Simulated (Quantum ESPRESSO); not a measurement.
**Band energies of CdO$_{2}$H$_{2}$ monolayer**

```
CdO2H2
1.0
    3.50927     0.00000     0.00000
   -1.75463     3.03912     0.00000
    0.00000     0.00000    17.30000
H O Cd
2 2 1
Direct
  0.66667   0.33333   0.88154
  0.33333   0.66667   0.11846
  0.66667   0.33333   0.93736
  0.33333   0.66667   0.06264
  0.00000   0.00000   0.00000
```

norm-conserving PBEsol (Quantum ESPRESSO, 102 Ry, with spin-orbit coupling); path ΓMKΓ; energies in eV from the valence-band maximum.

```
k (1/Å)  point  band 34  band 35  band 36  band 37  band 38  band 39  band 40  band 41
-------  -----  -------  -------  -------  -------  -------  -------  -------  -------
0.00         Γ     0.00     2.23     2.23     3.39     3.39     4.49     4.49     5.37
0.21              -0.05     2.57     2.57     3.58     3.58     4.67     4.67     5.58
0.41              -0.09     3.35     3.35     4.07     4.07     5.19     5.19     6.13
0.62              -0.09     4.33     4.33     4.80     4.80     5.97     5.97     6.91
0.83              -0.07     5.38     5.38     5.70     5.70     6.76     6.76     7.70
1.03         M    -0.06     6.16     6.16     6.26     6.26     7.44     7.44     7.53
1.23              -0.26     6.38     6.38     6.43     6.43     7.56     7.56     7.58
1.43              -0.74     6.85     6.85     6.92     6.92     7.61     7.61     7.92
1.63         K    -1.13     7.26     7.26     7.46     7.46     7.48     7.48     8.31
1.78              -1.00     6.75     6.75     7.00     7.00     7.42     7.42     8.54
1.93              -0.84     5.90     5.90     6.16     6.16     7.10     7.10     8.25
2.08              -0.66     5.04     5.04     5.38     5.38     6.53     6.53     7.57
2.23              -0.46     4.24     4.24     4.72     4.72     5.89     5.89     6.84
2.38              -0.27     3.52     3.52     4.18     4.18     5.31     5.31     6.25
2.53              -0.13     2.88     2.88     3.77     3.77     4.87     4.87     5.79
2.67              -0.04     2.41     2.41     3.49     3.49     4.59     4.59     5.48
2.82         Γ     0.00     2.23     2.23     3.39     3.39     4.49     4.49     5.37
```

The PBEsol gap is direct, 2.23 eV at Γ. The valence-band maximum lies 4.26 eV below the vacuum level.

Geometry relaxed with PBEsol.

This is a model layer cut from the bulk structure; whether it is stable on its own was not checked.
